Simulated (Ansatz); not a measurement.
Given:

Sc₂BC₂:
```cif
data_C4B2Sc4
_chemical_formula_sum 'B2 Sc4 C4'
_space_group_name_H-M_alt 'I4/mmm'
_space_group_IT_number 139
_space_group_name_Hall '-I 4 2'
_cell_length_a 3.33335
_cell_length_b 3.33335
_cell_length_c 10.65939
_cell_angle_alpha 90.000
_cell_angle_beta 90.000
_cell_angle_gamma 90.000
loop_
_atom_site_label
_atom_site_type_symbol
_atom_site_symmetry_multiplicity
_atom_site_Wyckoff_symbol
_atom_site_fract_x
_atom_site_fract_y
_atom_site_fract_z
_atom_site_occupancy
B1 B 2 a 0.00000 0.00000 0.00000 1
Sc1 Sc 4 e 0.00000 0.00000 0.34753 1
C1 C 4 e 0.00000 0.00000 0.13855 1
```
(The calculation used a cell of 5 atoms; values per cell refer to that cell.)

This is the r²SCAN-relaxed structure.

Task: All from plane-wave PAW r²SCAN (Ansatz code), unless another level is named. Predict the electronic character.

Result: metallic (no gap).

Task: Give the formation energy from the elements (no fitted shifts).

Result: -720 meV/atom.

Task: And the density of states at the Fermi level?

Result: 0.35 states/eV per atom (mean over ±0.08 eV).

The workflow started from an entry of the Crystallography Open Database (COD). Its standing as an ambient phase is unchecked. The r²SCAN relaxation kept the symmetry of its start; whether a distortion lowers the energy is not shown. The run is not spin-polarised. The references are the lowest solids computed at this level, not always the standard phases.

Potentials: the later of the program's two PAW sets.
